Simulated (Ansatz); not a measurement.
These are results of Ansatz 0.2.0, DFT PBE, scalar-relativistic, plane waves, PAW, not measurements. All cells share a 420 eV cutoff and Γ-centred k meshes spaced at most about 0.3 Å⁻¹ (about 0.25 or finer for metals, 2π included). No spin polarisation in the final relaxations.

These are static total energies at zero pressure. All come from trial cells, and lower structures may exist.

Question: Which of these relaxed structures of PN is the lowest in energy?
A. Space group I4_122 (No. 98), tetragonal, a = 8.790 Å, c = 3.548 Å. P has 2 N at 1.77 Å; around N lie 1 N at 1.35 Å and 2 P at 1.77 Å.
B. Space group Pnma (No. 62), orthorhombic, a = 6.251 Å, b = 3.050 Å, c = 3.738 Å. Around P lie 4 N at 1.84–1.96 Å and 2 P at 2.27 Å; around N lie 4 P at 1.84–1.96 Å.
C. Space group P2_1/c (No. 14), monoclinic, a = 3.495 Å, b = 6.057 Å, c = 4.468 Å, β = 120.6°. P is surrounded by 3 N at 1.74–1.81 Å and 2 P at 2.28–2.32 Å; N has 3 P at 1.74–1.81 Å.

Answer: C. It has space group P2_1/c (No. 14); the next, B, with space group Pnma (No. 62), lies 214 meV/atom higher. Counting N atoms around P (those within 1.25 times the shortest such distance or 1.15 times the sum of covalent radii), the lowest has P 3 and the next has P 4. The lowest and the next both hold P–P chains. Even the lowest lies +0.10 eV/atom against the elements.

Cells relaxed within their symmetry can be saddle points. The P2_1/c cell of PN came from shaking the Pnma one. Some types were kept out of the candidates beforehand, so the set may lack a known form.
